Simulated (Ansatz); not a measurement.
VBiO4:
```yaml
crystal:
  lattice:
    - [-3.65199, 3.65199, 3.20235]
    - [3.65199, -3.65199, 3.20235]
    - [3.65199, 3.65199, -3.20235]
  atoms:
    - { symbol: V, position: [0.25000, 0.75000, 0.50000] }
    - { symbol: V, position: [0.50000, 0.50000, 0.00000] }
    - { symbol: Bi, position: [0.00000, 0.00000, 0.00000] }
    - { symbol: Bi, position: [0.75000, 0.25000, 0.50000] }
    - { symbol: O, position: [0.67006, 0.48892, 0.81886] }
    - { symbol: O, position: [0.23892, 0.92006, 0.31886] }
    - { symbol: O, position: [0.67006, 0.85120, 0.18114] }
    - { symbol: O, position: [0.60120, 0.92006, 0.68114] }
    - { symbol: O, position: [0.07994, 0.39880, 0.31886] }
    - { symbol: O, position: [0.51108, 0.32994, 0.18114] }
    - { symbol: O, position: [0.07994, 0.76108, 0.68114] }
    - { symbol: O, position: [0.14880, 0.32994, 0.81886] }
```

Relaxed with PBEsol.

Problem. Give the optical modes at the zone centre with their infrared activity from DFPT, plane-wave PAW PBEsol (Ansatz code).

Solution. Transverse frequencies, without the LO–TO term; a row sums one degenerate level.

```csv
ω (cm⁻¹),degeneracy,IR ((D/Å)²/amu),activity,symmetry
70,1,0.00,IR-inactive,B1u
71,1,0.00,IR-inactive,B1g
77,2,0.00,IR-inactive,Eg
97,2,44.88,IR,Eu
125,2,0.00,IR-inactive,Eg
134,1,46.90,IR,A2u
146,1,0.00,IR-inactive,A2g
185,2,0.79,IR,Eu
198,1,0.00,IR-inactive,B1g
203,2,0.00,IR-inactive,Eg
247,1,0.00,IR-inactive,B2g
275,2,0.02,IR,Eu
312,1,0.00,IR-inactive,A1u
341,2,0.00,IR-inactive,Eg
355,1,0.00,IR-inactive,A1g
395,1,0.50,IR,A2u
401,1,0.00,IR-inactive,B2u
423,1,0.00,IR-inactive,B1g
740,2,171.45,IR,Eu
753,2,0.00,IR-inactive,Eg
762,1,125.96,IR,A2u
788,1,0.00,IR-inactive,B1g
848,1,0.00,IR-inactive,B2u
862,1,0.00,IR-inactive,A1g
```

Problem. How high does the top mode go among those that the LO–TO term moves?

Solution. 877 cm⁻¹ for q along x, 877 cm⁻¹ for q along y, 912 cm⁻¹ for q along z.

Space group I4_1/amd. The first step of the workflow began from a Materials Project structure, measured or hypothetical; the Crystallography Open Database files this formula in space group No. 141, but the cells were not matched. It is not the phase usual at ambient conditions (space group No. 88). The cell was relaxed with PBEsol under the symmetry of its start; its stability against distortions is not shown here. No spin polarisation was allowed. No Hubbard U is applied. Scalar-relativistic: spin–orbit coupling is off unless named, which matters more the heavier the elements.

Potentials: the later of the program's two PAW sets.
